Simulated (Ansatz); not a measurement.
Rb₂WCl₆:
```yaml
crystal:
  lattice:
    - [0.00000, 4.77126, 4.77126]
    - [4.77126, 0.00000, 4.77126]
    - [4.77126, 4.77126, 0.00000]
  atoms:
    - { symbol: W, position: [0.00000, 0.00000, 0.00000] }
    - { symbol: Rb, position: [0.25000, 0.25000, 0.25000] }
    - { symbol: Rb, position: [0.75000, 0.75000, 0.75000] }
    - { symbol: Cl, position: [0.24547, 0.75453, 0.75453] }
    - { symbol: Cl, position: [0.75453, 0.24547, 0.75453] }
    - { symbol: Cl, position: [0.75453, 0.24547, 0.24547] }
    - { symbol: Cl, position: [0.24547, 0.75453, 0.24547] }
    - { symbol: Cl, position: [0.75453, 0.75453, 0.24547] }
    - { symbol: Cl, position: [0.24547, 0.24547, 0.75453] }
```

Relaxed with LDA. Special points in fractions of this cell's reciprocal vectors: Γ (0.000, 0.000, 0.000); X (0.500, 0.000, 0.500); U (0.625, 0.250, 0.625); K (0.375, 0.375, 0.750); L (0.500, 0.500, 0.500); W (0.500, 0.250, 0.750).

Q: List the band energies nearest the Fermi level at these points for LDA in the plane-wave PAW code Ansatz.

A: In eV from the Fermi level; about four levels below and three above (degenerate sets whole), none deeper than 8.9 eV; points with the same levels are listed once.

```tsv
k	below	above
Γ	-2.60 -2.60 -2.60 -0.25 -0.25 -0.25	3.18 3.64 3.64
X	-3.19 -3.19 -2.64 -0.31	0.49 0.49 2.29
U	-3.38 -3.14 -2.82 -0.12	0.35 0.40 2.58
L	-3.01 -2.98 -2.98 -0.05	0.11 0.11 3.30 3.30
W	-3.67 -3.67 -3.39 -3.03 -3.03	0.10 0.10 0.49
```

Space group Fm-3m. The workflow started from an entry of the Crystallography Open Database (COD, 293 K). Whether it is the stable phase at ambient conditions was not checked. The LDA relaxation kept the symmetry of its start; of distortions, only those at the zone centre were tested. The run is not spin-polarised. Scalar-relativistic: spin–orbit coupling is off unless named, which matters more the heavier the elements.

Potentials: the later of the program's two PAW sets.
